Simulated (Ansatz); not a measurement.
GaAs (zinc blende)

```
GaAs
1.0
    0.00000     2.83335     2.83335
    2.83335     0.00000     2.83335
    2.83335     2.83335     0.00000
As Ga
1 1
Direct
  0.75000   0.75000   0.75000
  0.00000   0.00000   0.00000
```

Calculation: r2SCAN (plane waves to 500 eV, PAW, scalar-relativistic; Ansatz, an electronic-structure program). DFPT wavenumbers on a 10×10×10 k mesh, in cm⁻¹; i marks imaginary ones, q is in fractions of the reciprocal vectors of the cell shown, and the three acoustic modes at Γ are left out. The non-analytic (LO-TO) term is not included, so polar modes at Γ have their transverse values. GaAs was relaxed with its symmetry unable to fall.

**Question.** Is the structure dynamically stable at Γ, L = (0.5, 0.0, 0.0), X = (0.5, 0.5, 0.0)?

**Answer.** No imaginary mode at these points (lowest 64 cm⁻¹ at L = (0.5, 0.0, 0.0)); other wave vectors were not tested.

**Question.** Predict the phonon wavenumbers at Γ, L = (0.5, 0.0, 0.0), X = (0.5, 0.5, 0.0).

**Answer.** 
| q | wavenumbers (cm⁻¹) |
|---|---|
| Γ | 265 (×3) |
| L = (0.5, 0.0, 0.0) | 64 (×2), 209, 235, 257 (×2) |
| X = (0.5, 0.5, 0.0) | 82 (×2), 222, 237, 249 (×2) |
